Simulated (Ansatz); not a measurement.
MgSe (rock salt)

```
MgSe
1.0
    0.00000     2.73608     2.73608
    2.73608     0.00000     2.73608
    2.73608     2.73608     0.00000
Se Mg
1 1
Direct
  0.00000   0.00000   0.00000
  0.50000   0.50000   0.50000
```

The volume is varied about the relaxed value V₀ at fixed cell shape. Symmetry pins the atoms to their sites.

These are r2SCAN (plane waves to 500 eV, PAW, scalar-relativistic; Ansatz, a first-principles code) values and carry that method's errors. k mesh 11×11×11 (Γ-centred), Fermi-Dirac smearing 0.05 eV. Energies are smeared free energies. Stress and pressure are positive under compression. MgSe was relaxed with its symmetry unable to fall. The zero of ΔE is the relaxed starting cell.

```tsv
V (Å³/atom)	ΔE (meV/atom)
18.434	50.5
18.776	34.0
19.117	21.1
19.459	11.5
19.800	5.0
20.141	1.2
20.483	0.0
20.824	1.2
21.165	4.5
21.507	withheld
21.848	16.9
22.189	25.7
22.531	36.0
```

Q: Fit a third-order Birch-Murnaghan form (E₀, V₀, B₀, B₀′ free) to the given rows and predict ΔE at V = 21.507.

A: Least squares on the 12 given rows: ΔE = E₀ + (9V₀B₀/16)·y²·[2 + (B₀′ − 4)y], y = (V₀/V)^(2/3) − 1, with V₀ = 20.481 Å³/atom, B₀ = 66.13 GPa (160.2 GPa = 1 eV/Å³; the term in eV is multiplied by 1000), B₀′ = 4.11, E₀ = 0.03 meV/atom; root-mean-square residual 0.02 meV/atom. At 21.507 the fit gives 9.8 meV/atom; the calculation gives 9.8 meV/atom, the same to the digits shown. For the pressure the fit gives -2.92 GPa against the computed -2.93 GPa.

(A scan under strain: stresses follow from slopes of the energy per volume, elastic moduli from its curvatures.)
